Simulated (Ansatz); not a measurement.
SiB2Os2:
```xyz
5
Lattice="1.4439 -6.5164 0.0000 1.4439 6.5164 0.0000 0.0000 0.0000 2.7933" Properties=species:S:1:pos:R:3 pbc="T T T"
Si     0.0000     0.0000     0.0000
Os     1.4439     1.7261     1.3967
Os     1.4439    -1.7261     1.3967
B      1.4439     3.7501     0.0000
B      1.4439    -3.7501     0.0000
```

Relaxed with r²SCAN.

### Question
Give the Bader charges and basin volumes of the independent atoms, DFT-r²SCAN in the program Ansatz with PAW potentials.

### Answer


| atom | Bader charge (e) | Bader volume (Å³) |
|---|---|---|
| Si1 | +0.69 | 10.4 |
| Os2 | -0.25 | 14.8 |
| B4 | -0.09 | 6.3 |

Space group Cmmm. The start of the workflow was typed in or built on a structure type; neither database checked (COD, Materials Project) lists it. Whether it is the stable phase at ambient conditions was not checked. Symmetry was held in the r²SCAN relaxation; its stability against distortions is not shown here. No spin polarisation was allowed. Its formation energy is positive at this level, so the cell may be metastable or incomplete. Spin–orbit coupling is left out wherever it is not named.

Potentials: the earlier of the program's two PAW sets.
